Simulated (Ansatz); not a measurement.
## HfCo₂ (Fd-3m): electronic heat capacity from the density of states

Computed with Ansatz, DFT r2SCAN, scalar-relativistic, plane waves, PAW.

Settings: cutoff 500 eV, Γ-centred mesh 10×10×10 on the computed 6-atom cell, Gaussian smearing of 0.10 eV; collinear spin from starting moments -0.3 -0.3 1.48 1.48 1.48 1.48 μB.

Relaxed cell: Fd-3m, a = 6.890 Å, b = 6.890 Å, c = 6.890 Å, α = 90.00°, β = 90.00°, γ = 90.00°, 6 atoms in the primitive cell. Whether it is the stable form of this composition wasn't checked.

The density of states at the Fermi level is 2.612 states/eV in the cell of 6 atoms (2 formula units; both spins, tetrahedra on a 15×15×15 mesh). The run ends with a moment of 4.07 μB a cell (largest on a site 1.34 μB), and the figure is for this state; a paramagnetic sample can have a quite different one. Another magnetic order, if the compound takes it, can change N(E_F) and the shape of the cell a good deal.

Task: What Sommerfeld coefficient does this give?

Result: Per formula unit N(E_F) = 1.306 states/eV. γ = (π²/3) k_B² N(E_F) N_A = 2.357 mJ/(mol K²) per state/eV, so γ = 3.1 mJ/(mol K²), a mole of formula units. This is the bare band result: a measured γ of the same phase and magnetic order is as a rule larger by a factor 1 + λ from phonons and spin fluctuations. N(E_F) at one energy is sensitive to the mesh where the density of states has sharp peaks.

The state reached may not be the lowest one. Spin-orbit coupling is left out, which matters for the bands of heavy elements.

Only this magnetic start was tried.

Cost: 1 run of about 4.4 core-minutes, on Arm Neoverse V1 (shared hosts).